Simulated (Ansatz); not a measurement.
These are results of Ansatz, DFT PBE, scalar-relativistic, plane waves, PAW, and for the lanthanide a 4f-in-core norm-conserving potential, not measurements. Settings: cutoff 690 eV, Γ-centred meshes spaced at most about 0.3 Å⁻¹, and about 0.25 Å⁻¹ or finer for metals (2π included), Gaussian smearing. No spin polarisation in the final relaxations.

Temperature and zero-point effects are left out.

Compare these two cells of HoSi2O, each relaxed at this level.

A.

```yaml
crystal:
  lattice:
    - [3.00569, 0.00000, 0.00000]
    - [0.00000, 3.00569, 0.00000]
    - [0.00000, 0.00000, 7.33562]
  atoms:
    - { symbol: Ho, position: [0.00000, 0.00000, 0.00000] }
    - { symbol: Si, position: [0.00000, 0.50000, 0.32437] }
    - { symbol: Si, position: [0.50000, 0.00000, 0.67563] }
    - { symbol: O, position: [0.50000, 0.50000, 0.50000] }
```

B.

```yaml
crystal:
  lattice:
    - [3.46348, 0.00000, 0.00000]
    - [0.00000, 3.46348, 0.00000]
    - [0.00000, 0.00000, 10.91349]
  atoms:
    - { symbol: Ho, position: [0.00000, 0.50000, 0.78113] }
    - { symbol: Ho, position: [0.50000, 0.00000, 0.21887] }
    - { symbol: Si, position: [0.00000, 0.00000, 0.00000] }
    - { symbol: Si, position: [0.50000, 0.50000, 0.00000] }
    - { symbol: Si, position: [0.00000, 0.50000, 0.40199] }
    - { symbol: Si, position: [0.50000, 0.00000, 0.59801] }
    - { symbol: O, position: [0.50000, 0.50000, 0.50000] }
    - { symbol: O, position: [0.00000, 0.00000, 0.50000] }
```

Problem. Which is lower in energy, and by how much?

Solution. B is lower, by 249 meV/atom. A has space group P-4m2 (No. 115), 16.6 Å³/atom and no gap on its mesh; B has space group P4/nmm (No. 129), 16.4 Å³/atom and no gap. Counting Ho or Si atoms around O (for each partner element, those within 1.25 times its shortest distance or 1.15 times the sum of covalent radii, where it is the nearest in units of that sum or under 1.3), A and B both have O 4. B holds Si–Si nets (shortest 2.45 Å); in A the shortest Si–Si distance is 3.01 Å. Both come from invented guesses. A third cell relaxed alike, in P6/mmm, lies 132 meV/atom below the lower of the two.

In P-4m2 an odd number of valence electrons (the lanthanide is held trivalent, its 4f shell in the core) allows no gap without spin; another valence of the lanthanide, a larger cell or a magnetic state could open one. Cells relaxed within their symmetry can be saddle points.

The lanthanide is trivalent by construction, without f bands, f moments or other valences.
